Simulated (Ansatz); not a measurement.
Property card for AlGaAs2

AlGaAs2:
```yaml
crystal:
  lattice:
    - [4.05921, 0.00000, 0.00000]
    - [0.00000, 4.05921, 0.00000]
    - [0.00000, 0.00000, 11.45838]
  atoms:
    - { symbol: Ga, position: [0.50000, 0.00000, 0.87474] }
    - { symbol: As, position: [0.00000, 0.00000, 0.00000] }
    - { symbol: Ga, position: [0.00000, 0.50000, 0.12526] }
    - { symbol: As, position: [0.50000, 0.50000, 0.25105] }
    - { symbol: Al, position: [0.50000, 0.00000, 0.37529] }
    - { symbol: As, position: [0.00000, 0.00000, 0.50000] }
    - { symbol: Al, position: [0.00000, 0.50000, 0.62471] }
    - { symbol: As, position: [0.50000, 0.50000, 0.74895] }
```

Space group P-4m2 (No. 115); conventional cell a = 4.059 Å, b = 4.059 Å, c = 11.458 Å, α = 90.00°, β = 90.00°, γ = 90.00°.

Method: PBE in the plane-wave PAW code Ansatz. The cell and atoms are relaxed at this level. Other levels are named where they apply.

### Cell and energy

```json
{
 "volume_per_atom": "23.60 Å³",
 "density": "4.34 g/cm³",
 "Formation energy from the elements (no fitted shifts)": "-0.42 eV/atom"
}
```

### Electronic structure

```json
{
 "band_gap": "0.90 eV (direct)",
 "valence_band_maximum": "at Γ",
 "conduction_band_minimum": "at Γ",
 "electron_effective_mass": "0.060 mₑ (isotropic)",
 "Electron effective mass with spin–orbit coupling": "0.058 mₑ (isotropic)",
 "Hole effective mass, band 1 of 2 at the edge": "3.3 along x, 0.44 along z (mₑ)",
 "Hole effective mass, band 2 of 2 at the edge": "0.053 along x, 0.44 along z (mₑ)",
 "Hole effective mass with spin–orbit coupling": "0.41 along z (mₑ)",
 "Gap with spin–orbit coupling": "0.79 eV"
}
```

### Mechanics

```json
{
  "Bulk modulus (Birch–Murnaghan fit)": "64.0 GPa",
  "Pressure derivative B′": "4.5"
}
```

The start of the workflow was typed in or built on a structure type; neither database checked (COD, Materials Project) lists it. Whether it is the stable phase at ambient conditions was not checked. The PBE relaxation kept the symmetry of its start; whether a distortion lowers the energy is not shown. The references are the lowest solids computed at this level, not always the standard phases. Spin–orbit coupling is left out wherever it is not named.

Potentials: the earlier of the program's two PAW sets.
